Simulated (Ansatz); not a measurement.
Relaxed Zr (hcp, Mg type):

```xyz
4
Lattice="6.4918 0.0000 0.0000 -1.6230 2.8110 0.0000 0.0000 0.0000 5.1512" Properties=species:S:1:pos:R:3 pbc="T T T"
Zr     0.0000     1.8740     3.8634
Zr     3.2459     1.8740     3.8634
Zr     1.6230     0.9370     1.2878
Zr     4.8689     0.9370     1.2878
```

Level of theory: r2SCAN (plane waves to 500 eV, PAW, scalar-relativistic; Ansatz, a program for electronic structure). k mesh 13×13×7 (Γ-centred), Fermi-Dirac smearing 0.05 eV. With partly filled bands, energies and forces of such displacements shift with the k mesh and the smearing. The PAW data are Ansatz's earlier set. Zr is run without spin polarisation. Zr was relaxed with its symmetry unable to fall.

One atom of the cell was then moved (with its periodic images), all else fixed, and the forces (eV/Å) came out as:

```csv
atom,Fx,Fy,Fz
Zr1,-0.062,0.241,0.000
Zr2,0.200,-0.339,0.000
Zr3,2.177,0.747,0.000
Zr4,-2.314,-0.648,0.000
```

Question: Which atom was moved, and by which vector (Å)?

Answer: Zr4, by (0.51, 0.00, 0.00), 0.51 Å in all.

(For displaced atoms, the force is minus the slope of the energy, and its curvature is a force constant, which sets phonon frequencies.)
